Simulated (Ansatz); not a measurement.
Cd₃Hg₂S₅ (I-4m2) at 2 levels of theory

One geometry, relaxed with PBE; plane waves with PAW potentials in Ansatz, scalar-relativistic. No spin polarisation. Gaps are the least over mesh and band path; pressure is positive in compression.

```
CELL_PARAMETERS angstrom
-2.10587 2.10587 14.85160
2.10587 -2.10587 14.85160
2.10587 2.10587 -14.85160
ATOMIC_POSITIONS crystal
Cd 0.70041 0.70041 0.00000
Cd 0.29959 0.29959 0.00000
Cd 0.50000 0.50000 0.00000
Hg 0.89978 0.89978 0.00000
Hg 0.10022 0.10022 0.00000
S 0.25000 0.75000 0.50000
S 0.84899 0.34899 0.50000
S 0.45059 0.95059 0.50000
S 0.04941 0.54941 0.50000
S 0.65101 0.15101 0.50000
```

| level | cutoff (eV) | k mesh | gap (eV) | pressure (GPa) |
| --- | --- | --- | --- | --- |
| PBE | 420 | 12×12×12 | 0.37 | 0.0 |

Problem. What comes out on the same cell with LDA?

Solution.
| level | cutoff (eV) | k mesh | gap (eV) | pressure (GPa) |
| --- | --- | --- | --- | --- |
| LDA | 420 | 12×12×12 | 0.12 | -4.9 |

Spin-orbit coupling matters for the bands of heavy elements and is left out.

It was reached by relaxing an invented guess, and it needn't be the stable form of this composition.
